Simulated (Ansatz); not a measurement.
BePd (CsCl type)

```xyz
2
Lattice="2.7726 0.0000 0.0000 0.0000 2.7726 0.0000 0.0000 0.0000 2.7726" Properties=species:S:1:pos:R:3 pbc="T T T"
Be     0.0000     0.0000     0.0000
Pd     1.3863     1.3863     1.3863
```

The slice is a {110} plane (indices of the conventional cell) through the point (0.000, 0.000, 0.000) (fractional), spanned by u = [100] and v = [011] in vectors of this cell: u (2.77 Å) and v (3.92 Å, at 90° to u). It covers one period; positions are fractions (u, v).

Level of theory: LDA (plane waves to 420 eV, PAW, scalar-relativistic; Ansatz, a program for electronic structure). k mesh 17×17×17. Near the nuclei the fields are pseudised (PAW); where an atom keeps semicore shells as valence, they peak there. BePd is run without spin polarisation. BePd was relaxed with its symmetry unable to fall.

Three fields on this plane, each scaled to ten steps between its own extremes (0 low, 9 high; the total valence density on a logarithmic scale, the potential cut 8 eV below its top; x marks points blanked near nuclei; v = 0 in the bottom row):

Map A
```
|xxxxxxxx89998xxxxxxx|
|xxxxxxx6899986xxxxxx|
|xxxxxxx6899986xxxxxx|
|xxxxxx568888865xxxxx|
|xxxxxx566777665xxxxx|
|xxxx4454433344544xxx|
|xx5544200xxx0024455x|
|7765410xxxxxxx014567|
|88751xxxxxxxxxxx1578|
|88630xxxxxxxxxxx0368|
|8750xxxxxxxxxxxxx057|
|7740xxxxxxxxxxxxx047|
|763xxxxxxxxxxxxxxx36|
|763xxxxxxxxxxxxxxx36|
|763xxxxxxxxxxxxxxx36|
|7740xxxxxxxxxxxxx047|
|8750xxxxxxxxxxxxx057|
|88630xxxxxxxxxxx0368|
|88751xxxxxxxxxxx1578|
|7765410xxxxxxx014567|
|xx5544200xxx0024455x|
|xxxx4454433344544xxx|
|xxxxxx566777665xxxxx|
|xxxxxx568888865xxxxx|
|xxxxxxx6899986xxxxxx|
|xxxxxxx6899986xxxxxx|
|xxxxxxxx89998xxxxxxx|
|xxxxxxxx89998xxxxxxx|
```

Map B
```
|xxxxxxxx98889xxxxxxx|
|xxxxxxx9877789xxxxxx|
|xxxxxxx9765679xxxxxx|
|xxxxxx975434579xxxxx|
|xxxxxx753111357xxxxx|
|xxxx9742100012479xxx|
|xx9864333xxx3334689x|
|8874334xxxxxxx433478|
|65322xxxxxxxxxxx2235|
|43113xxxxxxxxxxx3113|
|3201xxxxxxxxxxxxx102|
|2102xxxxxxxxxxxxx201|
|100xxxxxxxxxxxxxxx00|
|100xxxxxxxxxxxxxxx00|
|100xxxxxxxxxxxxxxx00|
|2102xxxxxxxxxxxxx201|
|3201xxxxxxxxxxxxx102|
|43113xxxxxxxxxxx3113|
|65322xxxxxxxxxxx2235|
|8874334xxxxxxx433478|
|xx9864333xxx3334689x|
|xxxx9742100012479xxx|
|xxxxxx753111357xxxxx|
|xxxxxx975434579xxxxx|
|xxxxxxx9765679xxxxxx|
|xxxxxxx9877789xxxxxx|
|xxxxxxxx98889xxxxxxx|
|xxxxxxxx98889xxxxxxx|
```

Map C
```
|xxxxxxxx00000xxxxxxx|
|xxxxxxx0000000xxxxxx|
|xxxxxxx1100011xxxxxx|
|xxxxxx222222222xxxxx|
|xxxxxx333333333xxxxx|
|xxxx3345566655433xxx|
|xx2345689xxx9865432x|
|1223579xxxxxxx975322|
|22357xxxxxxxxxxx7532|
|23469xxxxxxxxxxx9643|
|3358xxxxxxxxxxxxx853|
|3469xxxxxxxxxxxxx964|
|346xxxxxxxxxxxxxxx64|
|346xxxxxxxxxxxxxxx64|
|346xxxxxxxxxxxxxxx64|
|3469xxxxxxxxxxxxx964|
|3358xxxxxxxxxxxxx853|
|23469xxxxxxxxxxx9643|
|22357xxxxxxxxxxx7532|
|1223579xxxxxxx975322|
|xx2345689xxx9865432x|
|xxxx3345566655433xxx|
|xxxxxx333333333xxxxx|
|xxxxxx222222222xxxxx|
|xxxxxxx1100011xxxxxx|
|xxxxxxx0000000xxxxxx|
|xxxxxxxx00000xxxxxxx|
|xxxxxxxx00000xxxxxxx|
```

**Question.** Assign the maps to these fields: electron localisation function (ELF); valence electron density; electrostatic potential energy of an electron, from the cell's mean.

**Answer.** A is the electrostatic potential energy of an electron, from the cell's mean; B is the electron localisation function (ELF); C is the valence electron density.
